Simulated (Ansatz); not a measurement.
Values for one crystal, relaxed and computed with DFT-PBEsol in the program Ansatz with PAW potentials; other levels are named.

```yaml
volume_per_atom: 12.90 Å³
band_gap: 0.41 eV (smallest direct gap 0.41 eV)
conduction_band_minimum: at Γ
valence_band_maximum: at Z
Pressure derivative B′: 4.3
Formation energy from the elements (no fitted shifts): -1.22 eV/atom
Electronic dielectric constant ε∞ (DFPT): 10.7 (xx = yy), 8.48 (zz)
```

Q: Which compound is it?
A) NaTaO3, Pnma (Na on 4c, Ta on 4b, O on 8d, O on 4c)
B) MgZn2O3, P-3m1 (Mg on 1a, Zn on 2d, O on 2d, O on 1b)
C) HfO2, fluorite
D) FeBiO3, P4mm (Fe on 1a, Bi on 1b, O on 1a, O on 2c)

A: D, FeBiO3, P4mm (Fe on 1a, Bi on 1b, O on 1a, O on 2c)

The first step of the workflow began from a Materials Project structure, measured or hypothetical; the Crystallography Open Database copy checked does not list it. It is not the phase usual at ambient conditions (space group No. 161). The cell was relaxed with PBEsol under the symmetry of its start, as lowered by the spin order; whether a distortion lowers the energy is not shown. The final state is antiferromagnetic, chosen from 5 collinear starts compared on coarse meshes (ties went to the first, and starts can fall back to one state), not a proven ground state. No Hubbard U is applied. A crystal of weakly bound layers computed without a dispersion correction: the cell and the soft elastic constants depend strongly on that. Point labels and valley counts follow the cell and symmetry of the run, lower than the named group. The references are the lowest solids computed at this level, not always the standard phases (solids in place of the gases). Spin–orbit coupling is left out wherever it is not named.

Potentials: the later of the program's two PAW sets.
